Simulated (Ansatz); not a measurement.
In2TeO2 in space group P-3m1 (No. 164; In on 2d, Te on 1b, O on 2d) under volume change, r²SCAN (plane waves, PAW; program Ansatz), shape and atoms relaxed at each volume.

```csv
V (Å³/atom),E − E(relaxed) (meV/atom),P (GPa)
15.999,53.8,12.02
16.526,22.3,7.26
17.053,5.2,3.28
17.581,0.0,-0.02
18.108,4.7,-2.76
18.636,17.6,-5.00
19.163,37.2,-6.79
```

Question: What does a third-order Birch–Murnaghan fit give for V₀, B₀ and B′?

Answer: V₀ = 17.58 Å³/atom, B₀ = 99.5 GPa, B′ = 5.3.

The start of the workflow was typed in or built on a structure type; neither database checked (COD, Materials Project) lists it. Its standing as an ambient phase is unchecked. The r²SCAN relaxation kept the symmetry of its start; whether a distortion lowers the energy is not shown. Scalar-relativistic: spin–orbit coupling is off unless named, which matters more the heavier the elements.

Potentials: the earlier of the program's two PAW sets.
